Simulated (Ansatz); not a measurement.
Input and command of a plane-wave DFT calculation in Ansatz:

```yaml
crystal:
  lattice:
    - [1.6684887915, 0.9633024529, 14.0415186063]
    - [-1.6684887915, 0.9633024529, 14.0415186063]
    - [0.0, -1.9266049058, 14.0415186063]
  atoms:
    - { symbol: Zn, position: [0.26097, 0.26097, 0.26097] }
    - { symbol: Zn, position: [0.741115, 0.741115, 0.741115] }
    - { symbol: Zn, position: [0.865727, 0.865727, 0.865727] }
    - { symbol: In, position: [0.000896, 0.000896, 0.000896] }
    - { symbol: Ga, position: [0.137173, 0.137173, 0.137173] }
    - { symbol: O, position: [0.913205, 0.913205, 0.913205] }
    - { symbol: O, position: [0.089752, 0.089752, 0.089752] }
    - { symbol: O, position: [0.184721, 0.184721, 0.184721] }
    - { symbol: O, position: [0.804268, 0.804268, 0.804268] }
    - { symbol: O, position: [0.693896, 0.693896, 0.693896] }
    - { symbol: O, position: [0.308279, 0.308279, 0.308279] }
basis:
  ecutwfc: 420
kpoints:
  mp_grid: { grid: [12, 12, 12] }
hamiltonian:
  xc: pbesol
scf:
  occupations: { method: gaussian, width: 0.02 }
output:
  forces: true
  stress: true
  eigenvalues: true
  populations: true
```

```bash
ansatz run input.yaml --threads 2 --pin off --max-ram 5120MiB --backend cpu --events-out ev --progress --plain --runs-dir out
```

Processor: Intel(R) Xeon(R) Platinum 8259CL CPU @ 2.50GHz (Skylake/Cascade Lake), 2 threads, on a host shared with other jobs.

Question: How long does it run, and how much memory does it take?

Answer: About 97 s on 2 threads of Intel(R) Xeon(R) Platinum 8259CL CPU @ 2.50GHz (Skylake/Cascade Lake), with other jobs on the host, peak memory 1.3 GiB. It solves 60 bands at 189 k points (the mesh reduced by symmetry) with about 2675 plane waves, in 9 SCF iterations.
